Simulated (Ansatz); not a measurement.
Given:

AlRu$_{2}$C:
```cif
data_C2Al2Ru4
_chemical_formula_sum 'Al2 Ru4 C2'
_space_group_name_H-M_alt 'P63/mmc'
_space_group_IT_number 194
_space_group_name_Hall '-P 6c 2c'
_cell_length_a 2.90442
_cell_length_b 2.90442
_cell_length_c 13.35856
_cell_angle_alpha 90.000
_cell_angle_beta 90.000
_cell_angle_gamma 120.000
loop_
_atom_site_label
_atom_site_type_symbol
_atom_site_symmetry_multiplicity
_atom_site_Wyckoff_symbol
_atom_site_fract_x
_atom_site_fract_y
_atom_site_fract_z
_atom_site_occupancy
Al1 Al 2 d 0.66667 0.33333 0.25000 1
Ru1 Ru 4 f 0.33333 0.66667 0.09504 1
C1 C 2 a 0.00000 0.00000 0.00000 1
```

This is the PBE-relaxed structure.

### Question
All from the program Ansatz at the PBE level (PAW), unless another level is named. Give the electronic character.

### Answer
metallic (no gap).

### Question
Give the formation energy from the elements (no fitted shifts).

### Answer
0.064 eV/atom.

### Question
What about the density of states at the Fermi level?

### Answer
0.74 states/eV per atom (mean over ±0.08 eV).

### Question
And the gap with spin–orbit coupling?

### Answer
none (metallic).

Space group P6_3/mmc. The start of the workflow was typed in or built on a structure type; neither database checked (COD, Materials Project) lists it. Whether it is the stable phase at ambient conditions was not checked. The PBE relaxation kept the symmetry of its start; whether a distortion lowers the energy is not shown. The run is not spin-polarised. The references are the lowest solids computed at this level, not always the standard phases. Spin–orbit coupling is left out wherever it is not named.

Potentials: the earlier of the program's two PAW sets.
